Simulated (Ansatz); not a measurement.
Input file for Ansatz (a program for electronic structure):

Ansatz 0.2 input:
```yaml
crystal:
  lattice:
    - [0.0, 3.5323505936, 3.5323505936]
    - [3.5323505936, 0.0, 3.5323505936]
    - [3.5323505936, 3.5323505936, 0.0]
  atoms:
    - { symbol: Ba, position: [0.0, 0.0, 0.0] }
    - { symbol: Te, position: [0.5, 0.5, 0.5] }
kpoints:
  mp_grid: { grid: [6, 6, 6] }
  band_path:
    path:
      - [[0.0, 0.0, 0.0], [0.5, 0.0, 0.5], [0.625, 0.25, 0.625]]  # Γ-X-U
      - [[0.375, 0.375, 0.75], [0.0, 0.0, 0.0], [0.5, 0.5, 0.5], [0.5, 0.25, 0.75], [0.5, 0.0, 0.5]]  # K-Γ-L-W-X
      - [VBM, CBM]
    npoints: 12
basis: { xc_grid: 2 }
hamiltonian:
  xc: pbe
  pseudopotentials: { kind: paw }
magnetization: { noncollinear: true, spin_orbit: true }
scf:
  n_extra_bands: 12
  convergence: { dr2_threshold: 0.0000000001 }
  occupations: { method: gaussian, width: 0.01 }
checkpoint: { write: soc.run }
output: { eigenvalues: true }
```

Output (shortened):

```
Pseudopotentials: kind: paw_fr
Pseudopotential: Ba, paw_fr, valence charge 10
Pseudopotential: Te, paw_fr, valence charge 16
Functional definition: PBE
non-collinear run that drives no moment, with spin-orbit …
Crystal: 2 atoms, lattice volume = 88.150 Å³
Basis set: ecut = 420 eV, 1759 PW (Γ), exchange–correlation on 72×72×72 points (8 copies of the dense FFT grid, shifted against one another)
Bands: 38, of which v1, the nominal top of the filled ones, is band 26 counted from 1 (25 counted from 0)
Symmetry: 48 space group operations + 48 with time reversal
k-points: 16 of 216
Projection manifold: j_resolved (fully-relativistic pseudo-atomic orbitals)
Initial density: superposition of atomic densities (chi_scale 0.1, normalization cell, long waves kept (reshape's long-wave potential 0.00 eV rms))
Initial wavefunctions: pseudopotential atomic-orbital guess
Eigensolver: davidson
Functional: x = pbe(κ = 0.804, μ = 0.2195149727645171), c = pbe(β = 0.06672455060314922)
SCF iter   1: F=—  HF=-12941.150207 eV  |F-HF|=—  |Δ(HF+E_count)|=         —  Δρ=2.81e-2  dr2=1.49e0  dr2_m=0.00e0 (ungated)  ethr=3.10e-3  |M|=0.00e0 ∫|m|=0.00e0 μB  |m|>n=0.0e0 m-floor=0.0e0 τ_xc=0.0e0  β_m=0.30  ⟨swp⟩=10.8  Hψ=2073  notcnv=0  defer=14
all-band conjugate gradients solve this SCF's bands
preconditioner: auto → none
SCF iter   2: F=—  HF=-12940.645115 eV  |F-HF|=—  |Δ(HF+E_count)|=   5.05e-1  Δρ=1.33e-2  dr2=2.25e-1  dr2_m=0.00e0 (ungated)  ethr=3.10e-3  |M|=0.00e0 ∫|m|=0.00e0 μB  |m|>n=0.0e0 m-floor=0.0e0 τ_xc=0.0e0  β_m=0.37  ⟨swp⟩=4.0  Hψ=681  notcnv=0  defer=86
SCF iter   3: F=—  HF=-12940.602214 eV  |F-HF|=—  |Δ(HF+E_count)|=   4.29e-2  Δρ=5.92e-3  dr2=3.80e-2  dr2_m=0.00e0 (ungated)  ethr=8.65e-4  |M|=0.00e0 ∫|m|=0.00e0 μB  |m|>n=0.0e0 m-floor=0.0e0 τ_xc=0.0e0  β_m=0.62  ⟨swp⟩=4.0  Hψ=541  notcnv=0  defer=86
SCF iter   4: F=—  HF=-12940.609245 eV  |F-HF|=—  |Δ(HF+E_count)|=   7.03e-3  Δρ=5.15e-4  dr2=1.96e-4  dr2_m=0.00e0 (ungated)  ethr=1.46e-4  |M|=0.00e0 ∫|m|=0.00e0 μB  |m|>n=0.0e0 m-floor=0.0e0 τ_xc=0.0e0  β_m=0.68  ⟨swp⟩=2.6  Hψ=390  notcnv=0  defer=86
SCF iter   5: F=—  HF=-12940.609560 eV  |F-HF|=—  |Δ(HF+E_count)|=   3.15e-4  Δρ=1.22e-4  dr2=8.31e-6  dr2_m=0.00e0 (ungated)  ethr=7.53e-7  |M|=0.00e0 ∫|m|=0.00e0 μB  |m|>n=0.0e0 m-floor=0.0e0 τ_xc=0.0e0  β_m=0.83  ⟨swp⟩=3.0  Hψ=495  notcnv=0  defer=86
SCF iter   6: F=—  HF=-12940.609566 eV  |F-HF|=—  |Δ(HF+E_count)|=   6.16e-6  Δρ=1.27e-5  dr2=2.58e-7  dr2_m=0.00e0 (ungated)  ethr=3.20e-8  |M|=0.00e0 ∫|m|=0.00e0 μB  |m|>n=0.0e0 m-floor=0.0e0 τ_xc=0.0e0  β_m=0.85  ⟨swp⟩=2.2  Hψ=403  notcnv=0  defer=86
SCF iter   7: F=—  HF=-12940.609551 eV  |F-HF|=—  |Δ(HF+E_count)|=   1.48e-5  Δρ=1.43e-6  dr2=2.32e-9  dr2_m=0.00e0 (ungated)  ethr=9.91e-10  |M|=0.00e0 ∫|m|=0.00e0 μB  |m|>n=0.0e0 m-floor=0.0e0 τ_xc=0.0e0  β_m=0.90  ⟨swp⟩=2.0  Hψ=425  notcnv=0  defer=86
SCF iter   8: F=-12940.609551 eV  HF=-12940.609551 eV  |F-HF|=6.55e-11  |Δ(HF+E_count)|=  9.06e-10  Δρ=3.35e-7  dr2=8.63e-11  dr2_m=0.00e0 (ungated)  ethr=1.00e-12  |M|=0.00e0 ∫|m|=0.00e0 μB  |m|>n=0.0e0 m-floor=0.0e0 τ_xc=0.0e0  ⟨swp⟩=14.0  Hψ=1945  notcnv=0
SCF 1 converged in 8 iterations: F = -12940.609551 eV  dr2 = 8.63e-11
NSCF: frozen V_eff on 16 k-points
NSCF: frozen V_eff on 16 k-points
NSCF: frozen V_eff on 14 k-points
NSCF: frozen V_eff on 5 k-points
NSCF: frozen V_eff on 5 k-points
NSCF: frozen V_eff on 5 k-points
NSCF: frozen V_eff on 5 k-points
NSCF: frozen V_eff on 3 k-points
NSCF: frozen V_eff on 87 k-points
SCF converged after 8 iterations
Magnetization: |M| = 0.0000 μB,  M = (+0.0000, +0.0000, +0.0000) μB
Absolute magnetization: 0.0000 μB (∫|m|)
  site 0: m = (+0.0000, +0.0000, +0.0000) μB, |m| = 0.0000 μB  (R = 1.46 Å)
  site 1: m = (+0.0000, +0.0000, +0.0000) μB, |m| = 0.0000 μB  (R = 1.46 Å)
Free energy (F): -12940.609551 eV
Harris-Foulkes:  -12940.609551 eV  (|F-HF|=6.55e-11)
Internal energy: -12940.609551 eV  (E = F + TS)
E sigma→0 (E₀):  -12940.609551 eV
Fermi energy:    7.068472 eV
--- Per-component energies (eV) ---
  E_band       = -341.030737
  E_kinetic    = 349.364465
  E_local      = -1878.427079  (includes V_loc(G=0)·N_el)
  E_nonlocal   = -252.548073
  E_hartree    = 1049.268992
  E_xc         = -293.103952
  E_vxc        = -240.602766  (∫ρ·V_xc dr)
  E_paw        = -9896.350537  (= ΣΔE_a)
  E_vpaw       = -417.354545  (= ΣTr[D̂ρ^β])
  E_aug_tail   = -0.000183  (compensation charges beyond the density's cutoff)
  E_ewald      = -2018.813184
  E_smearing   =  0.000000  (= −TS)
  E_closure    = 0.000000  (closes the sum)
  Σ components = -12940.609551   (vs F -12940.609551, Δ=0.00e0)
  [band-id]    e_kinetic+e_local+e_nonlocal+2·e_hartree+e_vxc+e_vpaw+e_augmentation_tail = -341.030197   (vs E_band -341.030737, Δ=5.40e-4)
--- Band table (eV; the first three rows and the last of 16) ---
  k-point 0: bands = ["-29.5925", "-29.5925", "-29.5925", "-29.5925", "-28.1301", "-28.1301", "-28.1301", "-28.1301", "-28.1249", "-28.1249", "-20.8448", "-20.8448", "-7.4412", "-7.4412", "-5.3994", "-5.3994", "-5.3994", "-5.3994", "-3.3065", "-3.3065", "5.5338", "5.5338", "6.3746", "6.3746", "6.3746", "6.3746", "8.9821", "8.9821", "9.1067", "9.1067", "9.1067", "9.1067", "9.1734", "9.1734", "9.7251", "9.7251", "9.7251", "9.7251"]
  k-point 1: bands = ["-29.5925", "-29.5925", "-29.5925", "-29.5925", "-28.1301", "-28.1301", "-28.1301", "-28.1301", "-28.1249", "-28.1249", "-20.8420", "-20.8420", "-7.4631", "-7.4631", "-5.4949", "-5.4949", "-5.4023", "-5.4023", "-3.1248", "-3.1248", "5.0981", "5.0981", "5.7595", "5.7595", "6.0052", "6.0052", "9.1300", "9.1300", "9.4333", "9.4333", "9.4582", "9.4582", "10.0264", "10.0264", "10.3934", "10.3934", "10.4417", "10.4417"]
  k-point 2: bands = ["-29.5925", "-29.5925", "-29.5925", "-29.5925", "-28.1301", "-28.1301", "-28.1300", "-28.1300", "-28.1248", "-28.1248", "-20.8363", "-20.8363", "-7.5080", "-7.5080", "-5.6496", "-5.6496", "-5.4080", "-5.4080", "-2.7864", "-2.7864", "4.2942", "4.2942", "5.1473", "5.1473", "5.4828", "5.4828", "9.5131", "9.5131", "10.2568", "10.2568", "10.2652", "10.2652", "11.3592", "11.3592", "11.8922", "11.8922", "11.9987", "11.9987"]
  k-point 15: bands = ["-29.5925", "-29.5925", "-29.5925", "-29.5925", "-28.1302", "-28.1302", "-28.1300", "-28.1300", "-28.1248", "-28.1248", "-20.8292", "-20.8292", "-7.5267", "-7.5267", "-5.5725", "-5.5725", "-5.5336", "-5.5336", "-2.9689", "-2.9689", "4.8192", "4.8192", "5.2528", "5.2528", "5.5242", "5.5242", "8.7251", "8.7251", "10.6140", "10.6140", "10.8054", "10.8054", "11.3516", "11.3516", "11.8626", "11.8626", "12.4949", "12.4949"]
  band table: 38 of 38 bands, residual norms ≤ 1.0e-3 eV
```

Cost: about 40 core-seconds (a rough figure) on shared cores.

Space group Fm-3m (rock salt). Symmetry was held in the PBE relaxation.

Potentials: the later of the program's two PAW sets.

Ansatz is a plane-wave DFT program.
